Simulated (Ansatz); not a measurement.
K₃NaS₂O₈:
```xyz
14
Lattice="5.6617 0.0000 0.0000 -2.8308 4.9032 0.0000 0.0000 0.0000 7.2893" Properties=species:S:1:pos:R:3 pbc="T T T"
K      0.0000     3.2688     1.2720
K      2.8308     1.6344     6.0173
K      0.0000     0.0000     3.6446
Na     0.0000     0.0000     0.0000
S      2.8308     1.6344     1.9543
S      0.0000     3.2688     5.3350
O     -1.2086     3.9666     5.8600
O      4.0395     0.9366     1.4293
O      0.0000     1.8732     5.8600
O      2.8308     3.0300     1.4293
O      1.2086     3.9666     5.8600
O      1.6222     0.9366     1.4293
O      2.8308     1.6344     3.4169
O      0.0000     3.2688     3.8724
```

Relaxed with r²SCAN. 

### Question
HSE06 on this cell (Ansatz, a program for electronic structure, PAW) gives a gap of 7.46 eV. What does r²SCAN give?

### Answer
6.37 eV.

Cost on shared cores: the r²SCAN run (SCF on a 6×6×4 mesh, then bands and DOS) roughly 8 core-minutes, the HSE06 run (SCF on 4×4×3, then a few points) about 6 core-minutes (a rough figure); the tasks are unlike.

Space group P-3m1. The first step of the workflow began from a Materials Project structure, measured or hypothetical; the Crystallography Open Database files this formula in space group No. 164, but the cells were not matched. Its standing as an ambient phase is unchecked. Symmetry was held in the r²SCAN relaxation; whether a distortion lowers the energy is not shown.

Potentials: the later of the program's two PAW sets.

Ansatz is a plane-wave DFT program.
